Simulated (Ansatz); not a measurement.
Stress against strain in KLuS2

```xyz
4
Lattice="1.9745 1.1400 7.2903 -1.9745 1.1400 7.2903 0.0000 -2.2800 7.2903" Properties=species:S:1:pos:R:3 pbc="T T T"
K     0.0000    0.0000    0.0000
Lu    0.0000    0.0000   10.9355
S     0.0000    0.0000    5.1110
S     0.0000    0.0000   16.7600
```

Atom numbers follow the list: K1, Lu2, S3, S4.

The geometry is COD entry 2105802, unchecked; take it as a test cell.

Spin–orbit coupling is left out, though it moves levels of the heavy atoms by tenths of an eV or more.

The calculation used Ansatz 0.2.0, DFT, LDA, all-electron LAPW, scalar-relativistic.

The runs use a Γ-centred 7×7×7 k mesh, Fermi–Dirac smearing of 0.01 eV, basis error target 1 meV/atom, no spin polarisation.

The strain is applied along the Cartesian axes of the cell as listed (the other components stay zero). Fractional coordinates are held (clamped ions).

σ is the change of stress from the unstrained cell, which is at -3.84 GPa; tension is positive, so slopes are stress–strain coefficients at that pressure.

Only quantities that a quadratic follows smoothly over the whole series are listed; rougher ones are left out.

```
εxx = εyy  σzz (GPa)  σxx (GPa)
  -0.0200      -1.27      -2.70
  -0.0100      -0.60      -1.29
   0.0000       0.00       0.00
   0.0200       0.98       2.26
```

(1) Fit the series and read off the stiffness at zero strain.

(2) One run, at εxx = εyy = 0.0100, is withheld. Predict its row.

Results:

(1) Least-squares fits y = p0 + p1 x + p2 x² to the rows give σzz (GPa): p1 = 56.3, p2 = -360; σxx (GPa): p1 = 124, p2 = -550. So C13 + C23 = 56 GPa and C11 + C12 = 124 GPa, for these axes.

(2) The fits give 0.53, 1.19; the run gave 0.52, 1.18.
